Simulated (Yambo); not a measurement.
G0W0@PBEsol for Rb2PtF6 (space group P-3m1, No. 164) in Yambo (3×3×2 mesh, 7 Ry block, plasmon pole, screening fixed), without a terminator:

```json
[
 {"bands N in G": "93", "gap H → (0, 0.333, -0.5) (eV)": "6.653", "shift of the valence edge (eV)": "-1.015"},
 {"bands N in G": "148", "gap H → (0, 0.333, -0.5) (eV)": "6.553", "shift of the valence edge (eV)": "-1.266"},
 {"bands N in G": "222", "gap H → (0, 0.333, -0.5) (eV)": "6.521", "shift of the valence edge (eV)": "-1.441"}
]
```

Problem. Extrapolate both columns to infinite N with E(N) = E∞ + A/N, test the form, and compare with the terminator.

Solution. From two points, E∞ = (N2 E2 − N1 E1)/(N2 − N1). The two largest N give 6.46 eV for the gap and -1.79 eV for the shift; the two smallest give 6.38 eV and -1.69 eV. For the gap the slopes A are 25 and 14 eV: the form isn't reached, and its limit is uncertain. For the shift the slopes A are 63 and 78 eV: the form isn't reached, and its limit is uncertain. With the Bruneval-Gonze terminator and 222 bands the run gives 6.47 eV and -1.67 eV, 0.01 eV and 0.12 eV from the extrapolated values: the terminator too is an estimate of the remainder. Block, mesh and the bands in W are held fixed.

Spin-orbit coupling is not included.

Geometry of the Materials Project entry, not relaxed at this level; primitive cell a = 5.9250 Å, b = 5.9250 Å, c = 4.7658 Å, α = 90.00°, β = 90.00°, γ = 120.00°.

The structure is a Materials Project entry; no match was found in the copy of COD used, and its stability was not checked.

A shift is the quasiparticle energy of the state minus its PBEsol energy.
